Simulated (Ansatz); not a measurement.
# Relaxing a structure of Li

The start is a relaxed Li cell displaced along its unstable phonon at q = (½, ½, 0) of its primitive reciprocal cell (173i cm⁻¹), largest move 0.15 Å. The cell and all atomic positions are relaxed at zero pressure with PBE (plane waves to 420 eV, PAW, scalar-relativistic; Ansatz, a program for electronic structure). First-step values are on the input's coarse k-mesh.

Ansatz input (later rounds restart from its end on a renewed k-mesh):
Ansatz 0.2 input:
```yaml
crystal:
  lattice:
    - [5.4609791562, 0, 0]
    - [2.7304895781, 2.7304895781, 0]
    - [0, 0, 2.7304895781]
  atoms:
    - { symbol: Li, position: [0, 0, 0.0549352033] }
    - { symbol: Li, position: [0.5, 0, -0.0549352033] }
basis: { ecutwfc: 420, ecutrho_ratio: 4, xc_grid: 2, fft_grid_basis: typed }
kpoints: { mp_grid: { grid: [12, 12, 12] } }
hamiltonian:
  xc: pbe
  dispersion: none
  pseudopotentials: { azcp: { folder: ./paw }, kind: paw }
scf: { occupations: { method: fermi_dirac, width: 0.05 } }
relax: { f_tol: 0.01, max_steps: 100, cell: { stress_tol: 0.02 } }
output: { forces: true, stress: true }
```

```yaml
largest_initial_force: 0.10 eV/Å, on Li1, Li2 (atoms numbered as listed)
energy_released: 0.11 eV/atom
volume_change: -0.5 %, from 20.36 to 20.26 Å³/atom
Shortest distances (start → end): "The closest pairs of elements (up to four, under 3.6 Å), start → end: Li–Li 2.73 → 2.97 Å"
optimiser_moves: 18
```

Relaxed structure:

Space group Im-3m (No. 229); a = b = c = 3.435 Å, α = β = γ = 90.00°

| atom | site | symmetry | x | y | z |
|---|---|---|---|---|---|
| Li | 2a | m-3m | 0.0000 | 0.0000 | 0.0000 |
(The calculation used a cell of 1 atom; values per cell refer to that cell.)

Final values are on a 19×19×19 k-mesh of the relaxed cell. No spin polarisation in the result.

The run could not lose the symmetry of its start.

Of the parent cell (Pm-3m (No. 221)): it is a generated cell of Li: the first start was made by placing the elements on the sites of a structure type, and the end was not matched to a known phase here, so it may be hypothetical. Known forms of Li include space group No. 229.
